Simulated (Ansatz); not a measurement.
Fields on a plane of GaCuSe2 (chalcopyrite)

```
CELL_PARAMETERS angstrom
     -2.83601     2.83601     5.63158
      2.83601    -2.83601     5.63158
      2.83601     2.83601    -5.63158
ATOMIC_POSITIONS crystal
  Cu 0.75000 0.25000 0.50000
  Cu 0.00000 0.00000 0.00000
  Ga 0.25000 0.75000 0.50000
  Ga 0.50000 0.50000 0.00000
  Se 0.11877 0.12500 0.49377
  Se 0.63123 0.62500 0.50623
  Se 0.37500 0.88123 0.00623
  Se 0.87500 0.36877 0.99377
```

The slice is a (100) plane (indices of the conventional cell) through the point (0.750, 0.250, 0.500) (fractional), spanned by u = [101] and v = [110] in vectors of this cell: u (5.67 Å) and v (11.26 Å, at 90° to u). It covers one period; positions are fractions (u, v).

Atoms on it: Cu at (0.00, 0.00); Cu at (0.50, 0.75); Ga at (0.00, 0.50); Ga at (0.50, 0.25).

All values below come from PBE (plane waves to 420 eV, PAW, scalar-relativistic; Ansatz, a first-principles code). k mesh 8×8×8. These are valence fields of a PAW run, semicore shells included where kept as valence: close to a nucleus they are smooth pseudo fields. At this level the bands of GaCuSe2 touch or barely overlap; measurements give the solid a gap. GaCuSe2 is run without spin polarisation. GaCuSe2 was relaxed with its symmetry unable to fall. The PAW data are Ansatz's earlier set.

```
|x----.   .----|
|---**=. .=**--|
|--*@@*-:-*@@*-|
|:-*@@*---*@@*-|
| .=**-----**=.|
|  .----x----. |
|   ::-xxx-::  |
|  .----x----. |
| .=#*-----*#=.|
|:-#@@*---*@@#-|
|=+%@@*-:-*@@%+|
|=+*#*-. .-*#*+|
|x:++:.   .:++:|
|xx==:     :==x|
|x:+*-.   .-*+:|
|=+*%#=. .=#%*+|
|=+%@@*-:-*@@%+|
|:-*@@%+=+%@@*-|
| .=#%*+=+*%#=.|
|  .-*+:x:+*-. |
|   :==xxx==:  |
|  .:++:x:++:. |
| .-*#*+=+*#*-.|
|:-*@@%+=+%@@*-|
|--*@@#-:-#@@*-|
|---*#=. .=#*--|
|x----.   .----|
|xx-::     ::-x|
```
Scale: ten equal steps from 0.01 (start of ' ') to 0.49 (end of '@'), in the order ' .:-=+*#%@'. Values: electron localisation function (ELF). The map has 14 points along u (one character each, u = 0 at the left) and 28 along v (v = 0 in the bottom row). Points within 0.5 Å of a nucleus are blanked (x), as the pseudised field means little there.

| v \ u | 0.00 | 0.14 | 0.29 | 0.43 | 0.57 | 0.71 | 0.86 |
|---|---|---|---|---|---|---|---|
| 0.86 | -1.1 | -1.0 | -0.8 | -0.8 | -0.8 | -0.8 | -0.9 |
| 0.71 | -1.7 | -1.3 | -0.8 | 0.7 | 0.7 | -0.8 | -1.3 |
| 0.57 | -0.2 | -0.6 | -1.0 | -1.3 | -1.4 | -1.0 | -0.6 |
| 0.43 | -0.2 | -0.6 | -1.0 | -1.4 | -1.4 | -1.0 | -0.6 |
| 0.29 | -1.7 | -1.4 | -0.8 | 0.4 | 0.4 | -0.8 | -1.4 |
| 0.14 | -1.1 | -1.0 | -0.8 | -0.8 | -0.8 | -0.8 | -1.0 |
| 0.00 | 1.9 | 0.0 | -1.1 | -1.7 | -1.7 | -1.1 | 0.0 |

Values: log₁₀ of the valence density in e/Å³. The scale is logarithmic, as a density can span decades between atoms and voids.
